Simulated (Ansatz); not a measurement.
Relaxed-ion elastic tensor of GaMo$_{3}$N (anti-perovskite, Pm-3m) in GPa (Voigt order), r²SCAN (plane waves, PAW; program Ansatz); density 9.05 g/cm³, 13.64 Å³ per atom.

```
 516   130   130   0.0   0.0   0.0
 130   516   130   0.0   0.0   0.0
 130   130   516   0.0   0.0   0.0
 0.0   0.0   0.0  87.2   0.0   0.0
 0.0   0.0   0.0   0.0  87.2   0.0
 0.0   0.0   0.0   0.0   0.0  87.2
```

Question: Is the crystal mechanically stable?

Answer: Yes: the smallest eigenvalue of C is 87.2 GPa.

Question: Work out the Voigt, Reuss and Hill averages.

Answer: K_V = 259, K_R = 259, K_H = 259; G_V = 130, G_R = 112, G_H = 121 GPa.

Question: Give Young's modulus, Poisson's ratio, Pugh's ratio and the universal anisotropy index.

Answer: E = 9KG/(3K + G) = 313 GPa; ν = 0.30; K/G = 2.14 (ductile by the Pugh limit of 1.75); A_U = 5G_V/G_R + K_V/K_R − 6 = 0.80.

Question: Estimate the sound speeds and the Debye temperature.

Answer: v_l = √((K + 4G/3)/ρ) = 6810 m/s, v_t = √(G/ρ) = 3650 m/s, mean 4080 m/s; Θ = (h/k)(3n/4πV)^(1/3) v_m = 508 K.

Question: Give the Zener ratio and Young's modulus along [100], [110] and [111].

Answer: A = 2C44/(C11 − C12) = 0.45; 1/E = S11 − 2(S11 − S12 − S44/2)Γ with Γ = 0, 1/4, 1/3 gives 464, 268, 235 GPa.

Question: Solve the Christoffel equation for the three sound speeds along [100], [110], [111].

Answer: Eigenvalues of C_ijkl n_j n_l equal ρv². In km/s, slowest first: [100] 3.10, 3.10, 7.55; [110] 3.10, 4.62, 6.73; [111] 4.18, 4.18, 6.44.

The start of the workflow was typed in or built on a structure type; neither database checked (COD, Materials Project) lists it. Whether it is the stable phase at ambient conditions was not checked. Symmetry was held in the r²SCAN relaxation; its stability against distortions is not shown here. The workflow began spin-polarised and lost its moments. As this level gives no gap, shear constants depend on the k-mesh and smearing (Fermi–Dirac, 0.1 eV here).

Potentials: the earlier of the program's two PAW sets.
